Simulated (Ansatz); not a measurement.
Ni (fcc (Cu type), space group No. 225) at seven volumes, plane-wave PAW LDA (Ansatz code), scaled uniformly. One row is withheld.

| V (Å³/atom) | P (GPa) |
|---|---|
| 9.133 | ? |
| 9.434 | 18.35 |
| 9.735 | 8.37 |
| 10.037 | -0.01 |
| 10.338 | -7.04 |
| 10.639 | -12.94 |
| 10.940 | -17.88 |

### Question
Fit the shown pressures and predict the withheld one.

### Answer
P = (3/2)B₀(x^(7/2) − x^(5/2))[1 + (3/4)(B′ − 4)(x − 1)] with x = (V₀/V)^(2/3). Least squares on the six rows gives V₀ = 10.036 Å³/atom, B₀ = 255 GPa, B′ = 4.83. At V = 9.133, x = 1.0649 and P = 30.21 GPa. The run itself gave 30.21 GPa.

Space group Fm-3m (fcc (Cu type)). The LDA relaxation kept the symmetry of its start. Magnetic state: ferromagnetic, chosen from 3 collinear starts compared on coarse meshes (ties went to the first, and starts can fall back to one state), not a proven ground state. Textbook magnetic order: ferromagnetic.

Potentials: the later of the program's two PAW sets.
